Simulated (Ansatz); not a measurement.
The cell of SnTe3 is invented: random cell by space group and Wyckoff sites (P6/mmm, No. 191). Its size is a rough estimate.

```yaml
crystal:
  lattice:
    - [5.61101, 0.00000, 0.00000]
    - [-2.80551, 4.85928, 0.00000]
    - [0.00000, 0.00000, 5.39045]
  atoms:
    - { symbol: Sn, position: [0.00000, 0.00000, 0.00000] }
    - { symbol: Te, position: [0.50000, 0.00000, 0.00000] }
    - { symbol: Te, position: [0.00000, 0.50000, 0.00000] }
    - { symbol: Te, position: [0.50000, 0.50000, 0.00000] }
```

Method: DFT PBE, scalar-relativistic, plane waves, PAW in Ansatz. Cutoff 420 eV, Gaussian smearing, Γ-centred meshes. Cell and atoms relax first on a coarse mesh and then on a finer one. In between, the cell is made exact in the group found at 0.06 Å. In metals the finer mesh still leaves noise of several meV/atom or more. The steps can't lower the symmetry of their start. No spin polarisation.

A guess keeps its type if space group and coordination stay and the shape of the cell changes little (axis ratios within about 15 %, angles within 6°); the volume may change.

Task: Does it keep its structure type, or change into something else?

Result: It keeps its type. The symmetry stays P6/mmm (No. 191). The volume per atom grows by 31.4 %, from 36.7 to 48.3 Å³. The shortest distance goes from 2.81 Å (Sn–Te and Te–Te) to 3.19 Å (Sn–Te and Te–Te). The ratio c/a of the conventional cell changes by a factor of 0.89. Counting neighbours within 15 % of an atom's shortest distance, the start has Sn 6, Te 6 and the end Sn 6, Te 6.

The zero of energy is the elements' standard structures at the same level; no fitted shifts are applied. The references include grey tin.

Task: At what energy does it end?

Result: +0.33 eV/atom. It can't be a ground state, since the elements alone are lower.

The last run used a 12×12×8 mesh (in the run's order of axes) for its 4-atom cell and Gaussian smearing of 0.10 eV. Weakly bound directions are ill-defined at this level, which has no dispersion term. Spin–orbit coupling, which can matter for Te, is left out. The reference form of Te is held partly by dispersion forces, which this level lacks. A structure relaxed within its symmetry needn't be a true minimum. Another cell of SnTe3 relaxed alike, in P-62m, lies 273 meV/atom lower, so this cell isn't the stable form at this level.
